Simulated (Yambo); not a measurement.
BN (space group Fmm2, No. 42): a test of whether the lowest BSE state is resolved, against the k mesh (Yambo, LDA bands; otherwise 3 valence and 2 conduction bands, static screening with 11 bands and a 4 Ry block, scissor 1.90 eV, Tamm-Dancoff).

```json
[
 {"k mesh": "4×4×4", "direct gap (eV)": "7.07", "lowest state (eV)": "5.77", "difference (eV)": "1.31", "k points taking part": "4.6", "rough cost": "about 1/30"},
 {"k mesh": "6×6×6", "direct gap (eV)": "6.34", "lowest state (eV)": "5.28", "difference (eV)": "1.06", "k points taking part": "12", "rough cost": "about 1/10"},
 {"k mesh": "8×8×8", "direct gap (eV)": "6.59", "lowest state (eV)": "5.51", "difference (eV)": "1.08", "k points taking part": "53", "rough cost": "about 1/3"},
 {"k mesh": "10×10×10", "direct gap (eV)": "6.54", "lowest state (eV)": "5.58", "difference (eV)": "0.97", "k points taking part": "110", "rough cost": "1"}
]
```

The last step moves the difference by 0.12 eV. Even the densest mesh doesn't resolve the state: none of these energies is a result, and the difference is no binding energy.

The meshes don't all hold the same k points, as the direct gap shows, so the steps mix sampling with density. These are vertical excitations (zero momentum); the indirect quasiparticle gap, about 5.43 eV, is smaller than the direct one (6.34 eV on the GW mesh). The scissor comes from a G0W0 run whose convergence isn't established; costs are rough.

Geometry of the Materials Project entry, not relaxed at this level; primitive cell a = 4.112 Å, b = 2.502 Å, c = 3.713 Å, α = 80.29°, β = 36.85°, γ = 62.86°.

This is not the ordinary phase of the substance; no match was found in the copy of COD used, and its stability was not checked.

The distance between layers or molecules is the database entry's, not relaxed here. Functionals without dispersion can leave it too large, which widens gaps and weakens the response across layers: the numbers belong to this cell.
